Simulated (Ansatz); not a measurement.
Relaxed Al (fcc, Cu type):

```xyz
4
Lattice="4.0400 0.0000 0.0000 0.0000 4.0400 0.0000 0.0000 0.0000 4.0400" Properties=species:S:1:pos:R:3 pbc="T T T"
Al     0.0000     0.0000     0.0000
Al     2.0200     2.0200     0.0000
Al     2.0200     0.0000     2.0200
Al     0.0000     2.0200     2.0200
```

The numbers are results of PBE (plane waves to 420 eV, PAW, scalar-relativistic; Ansatz, a first-principles code), not measurements. k mesh 9×9×9 (Γ-centred), Fermi-Dirac smearing 0.05 eV. With partly filled bands, energies and forces of such displacements shift with the k mesh and the smearing. On this mesh the relaxed cell isn't quite at rest: it carries a pressure of 0.2 GPa (compression positive) at the zero of the scan. Al was relaxed with its symmetry unable to fall. The PAW data are Ansatz's earlier set.

One atom of the cell was then moved (with its periodic images), all else fixed, and the forces (eV/Å) came out as:

| atom | Fx | Fy | Fz |
|---|---|---|---|
| Al1 | -0.208 | -0.061 | 0.000 |
| Al2 | 0.061 | 0.208 | 0.000 |
| Al3 | 0.364 | -0.364 | 0.000 |
| Al4 | -0.217 | 0.217 | 0.000 |

Problem. Which atom was moved, and by which vector (Å)?

Solution. Al3, by (-0.08, 0.08, 0.00), 0.12 Å in all.

(For displaced atoms, the force is minus the slope of the energy, and its curvature is a force constant, which sets phonon frequencies.)
